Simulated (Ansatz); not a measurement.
Consider the following.

CsCaH3:
```cif
data_H3CaCs
_chemical_formula_sum 'Cs1 Ca1 H3'
_space_group_name_H-M_alt 'P 1'
_space_group_IT_number 1
_cell_length_a 4.60313
_cell_length_b 4.60313
_cell_length_c 4.60313
_cell_angle_alpha 90.000
_cell_angle_beta 90.000
_cell_angle_gamma 90.000
loop_
_space_group_symop_operation_xyz
  'x, y, z'
loop_
_atom_site_label
_atom_site_type_symbol
_atom_site_fract_x
_atom_site_fract_y
_atom_site_fract_z
_atom_site_occupancy
Cs1 Cs 0.00000 0.00000 0.00000 1
Ca1 Ca 0.50000 0.50000 0.50000 1
H1 H 0.50000 0.00000 0.50000 1
H2 H 0.00000 0.50000 0.50000 1
H3 H 0.50000 0.50000 0.00000 1
```

This is the r²SCAN-relaxed structure.

**Question.** All from plane-wave PAW r²SCAN (Ansatz code), unless another level is named. Estimate the electron effective mass.

**Answer.** 0.47 mₑ (isotropic).

**Question.** Give the formation energy from the elements (no fitted shifts).

**Answer.** -49 kJ/mol-atom.

**Question.** Next, the HSE06 gap on the r²SCAN cell?

**Answer.** 4.30 eV.

**Question.** Give the weight of the valence-edge state by species (Voronoi cells).

**Answer.** H 88 %, Cs 7 %, Ca 5 %.

**Question.** Next, the valence-band maximum?

**Answer.** at M.

Space group Pm-3m (cubic perovskite). The workflow started from a Materials Project entry (that database holds measured and hypothetical structures alike); the Crystallography Open Database copy checked does not list it. Whether it is the stable phase at ambient conditions was not checked. The r²SCAN relaxation kept the symmetry of its start; whether a distortion lowers the energy is not shown. The references are the lowest solids computed at this level, not always the standard phases (solids in place of the gases). Spin–orbit coupling is left out wherever it is not named.

Potentials: the later of the program's two PAW sets.
